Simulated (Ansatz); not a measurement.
Ansatz run, Na₄GaTe₄S₄

Input file of Ansatz 0.2.0:

```yaml
crystal:
  lattice:
    - [0.0, 5.287144, 5.287144]
    - [5.287144, 0.0, 5.287144]
    - [5.287144, 5.287144, 0.0]
  atoms:
    - { symbol: Na, position: [0.4025, 0.4025, 0.4025] }
    - { symbol: Na, position: [0.7925, 0.4025, 0.4025] }
    - { symbol: Na, position: [0.4025, 0.4025, 0.7925] }
    - { symbol: Na, position: [0.4025, 0.7925, 0.4025] }
    - { symbol: S, position: [0.6338, 0.6338, 0.6338] }
    - { symbol: S, position: [0.0986, 0.6338, 0.6338] }
    - { symbol: S, position: [0.6338, 0.6338, 0.0986] }
    - { symbol: S, position: [0.6338, 0.0986, 0.6338] }
    - { symbol: Te, position: [0.1372, 0.1372, 0.1372] }
    - { symbol: Te, position: [0.5884, 0.1372, 0.1372] }
    - { symbol: Te, position: [0.1372, 0.1372, 0.5884] }
    - { symbol: Te, position: [0.1372, 0.5884, 0.1372] }
    - { symbol: Ga, position: [0.0, 0.0, 0.0] }
  symmetry: { tolerance: 0.0003 }
kpoints:
  mp_grid: { grid: [6, 6, 6], shift: [0, 0, 0] }
  band_path:
    path:
      - [0.0, 0.0, 0.0]
      - [-0.5, -0.5, 0.0]
      - [-0.375, -0.375, 0.25]
      - [-0.375, 0.0, 0.375]
      - [0.0, 0.0, 0.0]
      - [0.0, 0.0, 0.5]
      - [-0.5, -0.25, 0.25]
      - [-0.5, -0.5, 0.0]
    npoints: 8
magnetization:
  spin_polarized: false
scf:
  occupations: { method: fermi_dirac, width: 0.1259 }
  lower_state_search: "off"
  max_iter: 200
hamiltonian:
  pseudopotentials: { kind: paw }
  xc: revpbe
basis:
  ecutwfc: 420
  fft_grid_basis: typed
output:
  forces: true
  stress: true
  eigenvalues: true
  bader: true
  populations: true
  elf: true
  write_potential: true
  volumetric_format: npy
  dos:
    e_range: [-12, 8]
    de: 0.05
    projected: { site_lists: { Ga: [Ga], Na: [Na], S: [S], Te: [Te] } }
checkpoint:
  read: saved_state
```

The saved state is an earlier solution for the same cell, perhaps on another mesh. 

Output (shortened):

```
band count auto-derived: 84 (N_el = 137.0; filled up to band 69; 83 by the electrons, moments and atoms)
Pseudopotentials: kind: paw
Pseudopotential: Na, paw, valence charge 9, recommended cutoff 420 eV (normal), Na.paw.azcp
Pseudopotential: S, paw, valence charge 6, recommended cutoff 420 eV (normal), S.paw.azcp
Pseudopotential: Te, paw, valence charge 16, recommended cutoff 420 eV (normal), Te.paw.azcp
Pseudopotential: Ga, paw, valence charge 13, recommended cutoff 420 eV (normal), Ga.paw.azcp
Functional definition: revPBE
  exchange = pbe_x(kappa = kappa, mu = beta*pi^2/3)
  correlation = pbe_c(beta = beta)
Crystal: 13 atoms, lattice volume = 295.593 Å³
Basis set: ecut = 420 eV, 5817 PW (Γ), exchange–correlation on 100×100×100 points (8 copies of the dense FFT grid, shifted against one another)
Bands: 84, of which v1, the nominal top of the filled ones, is band 69 counted from 1 (68 counted from 0)
Symmetry: 24 space group operations
Space group: F-43m (ITA 216), of the structure as read, at distance tolerance 2.0e-3 Å
k-points: 16 of 216 (time reversal used)
Initial density: read from a saved state, or passed on in memory by an earlier SCF of this step, an earlier step, the calling program or the single point that the run made first
Functional: x = revpbe(κ = 1.245, μ = 0.2195), c = pbe(β = 0.0667)
SCF iter   1: F=—  Δρ=1.33e-3  dr2=1.20e-2
SCF iter   2: F=—  Δρ=6.76e-4  dr2=1.49e-3
SCF iter   3: F=—  Δρ=2.59e-4  dr2=2.28e-4
SCF iter   4: F=—  Δρ=7.81e-5  dr2=2.79e-5
SCF iter   5: F=—  Δρ=2.47e-5  dr2=2.19e-6
SCF iter   6: F=—  Δρ=8.04e-6  dr2=2.24e-7
SCF iter   7: F=-41298.8403 eV  Δρ=2.82e-6  dr2=3.45e-8
Free energy (F): -41298.8403 eV
Harris-Foulkes:  -41298.8403 eV  (|F-HF|=4.25e-9)
Internal energy: -41298.0679 eV  (E = F + TS)
E sigma→0 (E₀):  -41298.4541 eV
Entropy (-TS):   -0.7724 eV (-59.412 meV/atom)
Fermi energy:    6.5997 eV
--- Per-component energies (eV) ---
  E_band       = -1903.8642
  E_kinetic    = 1756.5072
  E_local      = -13872.1000  (includes V_loc(G=0)·N_el)
  E_nonlocal   = -241.5670
  E_hartree    = 6787.9135
  E_xc         = -1113.6614
  E_vxc        = -1025.3837  (∫ρ·V_xc dr)
  E_paw        = -24133.3047  (= ΣΔE_a)
  E_vpaw       = -2097.1483  (= ΣTr[D̂ρ^β])
  E_aug_tail   = -0.0011  (compensation charges beyond the density's cutoff)
  E_ewald      = -10481.4716
  E_core_change = -0.3829  (= ΣΔE_core)
  E_smearing   = -0.7724  (= −TS)
--- Forces (eV/Å), atoms counted from 1 ---
  atom   1  Na    -0.1000    -0.1000    -0.1000
  atom   2  Na    -0.1000     0.1000     0.1000
  atom   3  Na     0.1000     0.1000    -0.1000
  atom   4  Na     0.1000    -0.1000     0.1000
  atom   5  S      1.0975     1.0975     1.0975
  atom   6  S      1.0975    -1.0975    -1.0975
  atom   7  S     -1.0975    -1.0975     1.0975
  atom   8  S     -1.0975     1.0975    -1.0975
  atom   9  Te    -0.1270    -0.1270    -0.1270
  atom  10  Te    -0.1270     0.1270     0.1270
  atom  11  Te     0.1270     0.1270    -0.1270
  atom  12  Te     0.1270    -0.1270     0.1270
  atom  13  Ga     0.0000     0.0000     0.0000
--- Stress (GPa, compression-positive) ---
       11.8993       0.0000       0.0000
        0.0000      11.8993       0.0000
        0.0000       0.0000      11.8993
  P = ⅓ Tr σ = 11.8993 GPa (118.993 kbar)
--- Löwdin populations: 13 sites ---
  site symbol       q [e]
     0     Na      8.3908
     1     Na      8.3908
     2     Na      8.3908
     3     Na      8.3908
     4      S      6.5535
     5      S      6.5535
     6      S      6.5535
     7      S      6.5535
     8     Te     15.8820
     9     Te     15.8820
    10     Te     15.8820
    11     Te     15.8820
    12     Ga     13.1784
  spilling = 0.0038 (of n_electrons = 137.0000)
--- Bader charges: 13 sites ---
  site symbol  charge [e]  shift [e]
     0     Na      0.7676     0.0006
     1     Na      0.7676     0.0006
     2     Na      0.7676     0.0006
     3     Na      0.7676     0.0006
     4      S     -0.7034     0.0005
     5      S     -0.7032     0.0005
     6      S     -0.7033     0.0005
     7      S     -0.7033     0.0005
     8     Te     -0.2083     0.0001
     9     Te     -0.2083     0.0001
    10     Te     -0.2083     0.0001
    11     Te     -0.2083     0.0001
    12     Ga      0.5759     0.0002
```

Total energies depend on the potentials used, so only differences within one code and one set of settings carry meaning.

Origin: a known structure type with other elements, at an estimated volume, so it need not be a known compound. Caveats: many states at the Fermi level without spin polarisation, so a magnetic state may lie lower; atoms or cell far from equilibrium; forces of this functional can be a tenth off on these datasets.
